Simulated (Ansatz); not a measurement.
TiB2:
Space group P6/mmm (No. 191); a = 3.0245 Å, b = 3.0245 Å, c = 3.2234 Å, α = 90.00°, β = 90.00°, γ = 120.00°

```
atom  site  symmetry       x       y       z
----  ----  --------  ------  ------  ------
Ti      1a     6/mmm  0.0000  0.0000  0.0000
B       2d      -6m2  0.3333  0.6667  0.5000
```

Relaxed at zero pressure with DFT-r²SCAN in the program Ansatz with PAW potentials.

**Question.** The volume is raised by 9 % and shape and atoms relax at that volume. What pressure results, and how do the axes share the change?

**Answer.** -18.8 GPa; a 2.5 %, b 2.5 %, c 3.8 %; the energy rises by 48 meV/atom.

**Question.** Give the new structure.

**Answer.** 
Space group P6/mmm (No. 191); a = b = 3.100 Å, c = 3.345 Å, α = β = 90.00°, γ = 120.00°

```csv
atom,site,symmetry,x,y,z
Ti,1a,6/mmm,0.0000,0.0000,0.0000
B,2d,-6m2,0.3333,0.6667,0.5000
```

The phase is kept; no other phase was compared at this pressure.

The r²SCAN relaxation kept the symmetry of its start; of distortions, only those at the zone centre were tested. The run is not spin-polarised.

Potentials: the later of the program's two PAW sets.
